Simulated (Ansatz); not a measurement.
Given:

NaCoO₂:
```
NaCoO2
1.0
    1.44486     0.83419     5.12188
   -1.44486     0.83419     5.12188
    0.00000    -1.66838     5.12188
Na Co O
1 1 2
Direct
  0.00000   0.00000   0.00000
  0.50000   0.50000   0.50000
  0.22915   0.22915   0.22915
  0.77085   0.77085   0.77085
```

This is the PBEsol-relaxed structure. Tensor components refer to the Cartesian frame of this cell.

Q: All from PBEsol (plane waves, PAW; program Ansatz), unless another level is named. Predict the Hill bulk and shear moduli.

A: 152 and 93.0 GPa.

Q: Next, the elastic constants (relaxed ions, GPa)?

A: C11 = 336, C12 = 94.0, C13 = 76.7, C14 = 23.4, C33 = 227, C44 = 75.5.

Space group R-3m. The workflow started from a Materials Project entry (that database holds measured and hypothetical structures alike); the Crystallography Open Database copy checked does not list it. Whether it is the stable phase at ambient conditions was not checked. The cell was relaxed with PBEsol under the symmetry of its start; whether a distortion lowers the energy is not shown. No spin polarisation was allowed. No Hubbard U is applied.

Potentials: the later of the program's two PAW sets.
